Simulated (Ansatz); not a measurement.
# Is this Al₃H structure a true minimum?

The structure comes from a generated guess, relaxed at this level; another structure or a mixture of phases may lie lower.

Level of theory: DFT PBE, scalar-relativistic, plane waves, PAW (Ansatz 0.2.0). Plane waves to 420 eV, a k mesh through Γ of 12×12×16 on the computed 4-atom cell and Gaussian smearing (0.10 eV); no spin polarisation.

The cell below (4 atoms, space group P6/mmm (No. 191)) is relaxed within its symmetry.

```
Al H
1.0
     5.38258    0.00000    0.00000
    -2.69129    4.66145    0.00000
     0.00000    0.00000    2.68084
Al H
3 1
Direct
  0.50000 0.00000 0.50000
  0.00000 0.50000 0.50000
  0.50000 0.50000 0.50000
  0.00000 0.00000 0.00000
```

For the test a repeat of it with 8 atoms (edges 5.36, 5.38, 5.38 Å) was strained at random (σ = 1.5 % a component), the atoms were moved at random (σ = 0.05 Å), and all was relaxed again on a coarse 4×6×6 mesh (in the run’s order of axes) with 0.20 eV smearing, with no symmetry imposed.

Question: Does it come back?

Answer: It doesn't return. The energy falls by 545 meV/atom on that mesh, the volume changes by -7.5 %, and the end has space group Pm (No. 6) at a loose tolerance. Relaxed again on an 8×8×8 mesh with 0.10 eV smearing, the new structure lies 555 meV/atom below the first (mesh in the axes of the run's cell; the cell below is made exact in the group named). Space group Pma2 (No. 28), orthorhombic, a = 5.660 Å, b = 4.645 Å, c = 4.718 Å. Around Al on a site of symmetry m lie 1 H at 1.81 Å and 7 Al at 2.76–2.83 Å; around Al on a second site of symmetry m lie 1 H at 1.79 Å, 7 Al at 2.73–2.87 Å and 1 H at 2.86 Å; around Al on a site of symmetry 2 lie 10 Al at 2.73–2.83 Å; H is surrounded by 2 Al at 1.79–1.81 Å.

```
Al H
1.0
     5.66044    0.00000    0.00000
     0.00000    4.64504    0.00000
     0.00000    0.00000    4.71839
Al H
6 2
Cartesian
  4.2453 2.3256 1.9824
  1.4151 2.3195 1.9824
  4.2453 4.4085 0.0720
  1.4151 0.2365 0.0720
  0.0000 0.0000 2.4644
  2.8302 0.0000 2.4644
  1.4151 2.0246 0.2002
  4.2453 2.6205 0.2002
```
